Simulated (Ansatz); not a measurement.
Values for one crystal, relaxed and computed with plane-wave PAW PBEsol (Ansatz code); other levels are named.

Volume per atom: 16.72 Å³
Electronic character: metallic (no gap)
Elastic constants (relaxed ions, GPa): C11 = 168, C12 = 104, C13 = 83.1, C33 = 199, C44 = 38.8
Density of states at the Fermi level: 0.88 states/eV per atom (mean over ±0.08 eV)
Debye temperature from the elastic constants: 373 K
Zone-centre stability: no imaginary mode at Γ
Hill bulk and shear moduli: 119 and 38.6 GPa

Task: Pick the material that matches.
A. Zn, hcp (Mg type)
B. Zr, hcp (Mg type)
C. Ti, hcp (Mg type)
D. Cu, hcp (Mg type)

Result: C, Ti, hcp (Mg type)

Space group P6_3/mmc (hcp (Mg type)). The cell was relaxed with PBEsol under the symmetry of its start. No spin polarisation was allowed. As this level gives no gap, shear constants depend on the k-mesh and smearing (Fermi–Dirac, 0.1 eV here).

Potentials: the earlier of the program's two PAW sets.
